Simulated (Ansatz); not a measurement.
A plane-wave DFT run in Ansatz 0.2.0 (scalar-relativistic PAW potentials unless the input names others): input and command.

```yaml
crystal:
  lattice:
    - [2.5587291827, 0.0, 0.0]
    - [-1.2793645914, 2.2159244736, 0.0]
    - [0.0, 0.0, 4.9776285741]
  atoms:
    - { symbol: Ir, position: [0.6666666667, 0.3333333333, 0.75] }
    - { symbol: Ir, position: [0.3333333333, 0.6666666667, 0.25] }
basis:
  ecutwfc: 420
kpoints:
  mp_grid: { grid: [30, 30, 16] }
hamiltonian:
  xc: pbesol
scf:
  occupations: { method: gaussian, width: 0.15 }
  initial_density: { chi_scale: 0.0 }
output:
  forces: true
  eigenvalues: true
  stress: true
```

```bash
ansatz run input.yaml --threads 1 --pin off --max-ram 2560MiB --backend cpu --events-out ev --progress --plain --runs-dir out
```

Abridged log:
```
Pseudopotentials: kind: paw
Pseudopotential: Ir, paw, valence charge 17, recommended cutoff 420 eV (normal)
Functional definition: PBEsol
Crystal: 2 atoms, lattice volume = 28.223 Å³
Basis set: ecut = 420 eV, 551 PW (Γ), exchange–correlation on 36×36×72 points (8 copies of the dense FFT grid, shifted against one another)
Bands: 21, of which v1, the nominal top of the filled ones, is band 17 counted from 1 (16 counted from 0)
Symmetry: 24 space group operations
Space group: P63/mmc (ITA 194), of the structure as read, at distance tolerance 3.0e-5 Å
k-points: 819 of 14400
Initial density: superposition of atomic densities (chi_scale 0, normalization cell)
Initial wavefunctions: pseudopotential atomic-orbital guess
Functional: x = pbesol(κ = 0.804, μ = 0.12345679), c = pbesol(β = 0.046)
SCF iter   1: F=—  HF=-23597.304868 eV  |F-HF|=—  |Δ(HF+E_count)|=         —  Δρ=4.70e-2  dr2=4.65e-1  ethr=3.10e-3  ⟨swp⟩=4.5  Hψ=65356  notcnv=0
SCF iter   2: F=—  HF=-23597.180779 eV  |F-HF|=—  |Δ(HF+E_count)|=   1.24e-1  Δρ=2.67e-2  dr2=1.45e-1  ethr=1.37e-3  ⟨swp⟩=1.9  Hψ=25795  notcnv=0  defer=31
SCF iter   3: F=—  HF=-23597.129040 eV  |F-HF|=—  |Δ(HF+E_count)|=   5.17e-2  Δρ=1.59e-3  dr2=3.60e-4  ethr=4.28e-4  ⟨swp⟩=2.0  Hψ=27009  notcnv=0  defer=31
SCF iter   4: F=—  HF=-23597.129103 eV  |F-HF|=—  |Δ(HF+E_count)|=   6.31e-5  Δρ=4.43e-4  dr2=4.78e-5  ethr=1.06e-6  ⟨swp⟩=2.2  Hψ=26753  notcnv=0  defer=31
SCF iter   5: F=—  HF=-23597.129082 eV  |F-HF|=—  |Δ(HF+E_count)|=   2.05e-5  Δρ=5.08e-5  dr2=1.92e-7  ethr=1.40e-7  ⟨swp⟩=2.2  Hψ=26174  notcnv=0  defer=31
SCF iter   6: F=-23597.129082 eV  HF=-23597.129082 eV  |F-HF|=2.66e-10  |Δ(HF+E_count)|=   1.43e-7  Δρ=1.01e-5  dr2=9.34e-9  ethr=2.94e-10  ⟨swp⟩=5.3  Hψ=69710  notcnv=0
SCF 1 converged in 6 iterations: F = -23597.129082 eV  dr2 = 9.34e-9
SCF converged after 6 iterations
Free energy (F): -23597.129082 eV
Harris-Foulkes:  -23597.129082 eV  (|F-HF|=2.66e-10)
Internal energy: -23597.104713 eV  (E = F + TS)
E sigma→0 (E₀):  -23597.116898 eV
Entropy (-TS):   -0.024369 eV (-12.185 meV/atom)
Fermi energy:    25.600460 eV
--- Forces (eV/Å), atoms counted from 1 ---
  atom   1  Ir     0.00000000     0.00000000     0.00000000
  atom   2  Ir     0.00000000     0.00000000     0.00000000
--- Stress (GPa, compression-positive) ---
       41.777938       0.000000       0.000000
        0.000000      41.777938       0.000000
        0.000000       0.000000     -35.477018
  P = ⅓ Tr σ = 16.0263 GPa (160.263 kbar)
```

Apart from outputs and empty bands, the input differs from a reference run on usual settings in scf.initial_density.chi_scale: not typed → 0.0. The reference, at the same geometry (not necessarily relaxed), gave pressure 16.03 GPa, largest force 0.000 eV/Å, no gap on the mesh. This run converged in 6 SCF iterations (reference: 6) with an energy at zero smearing within 0.01 meV/atom of the reference's, pressure 16.03 GPa, largest force 0.000 eV/Å, no gap on the mesh.

Time: 19 s on 1 thread of Intel(R) Xeon(R) Platinum 8488C (Sapphire Rapids), with other jobs on the host, peak memory 0.64 GiB.